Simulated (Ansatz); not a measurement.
KF:
```yaml
crystal:
  lattice:
    - [0.00000, 2.71033, 2.71033]
    - [2.71033, 0.00000, 2.71033]
    - [2.71033, 2.71033, 0.00000]
  atoms:
    - { symbol: K, position: [0.00000, 0.00000, 0.00000] }
    - { symbol: F, position: [0.50000, 0.50000, 0.50000] }
```

Tensor components refer to the Cartesian frame of this cell.

Question: Give the high-frequency dielectric tensor and the Born effective charge tensors of the independent atoms from DFPT, PBE (plane waves, PAW; program Ansatz).

Answer: 
ε∞:
```
1.96  0.00  0.00
0.00  1.96  0.00
0.00  0.00  1.96
```
Z* of atom 1 (K), rows: field, columns: displacement, in e:
```
1.13  0.00  0.00
0.00  1.13  0.00
0.00  0.00  1.13
```
Z* of atom 2 (F), rows: field, columns: displacement, in e:
```
-1.13   0.00   0.00
 0.00  -1.13   0.00
 0.00   0.00  -1.13
```

Static charges for comparison (Bader): K1 +0.86, F2 -0.86 e. Born charges measure polarisation by displacement and can exceed these by far.

Space group Fm-3m (rock salt). The PBE relaxation kept the symmetry of its start; phonons on a q-mesh show no instability.

Potentials: the later of the program's two PAW sets.
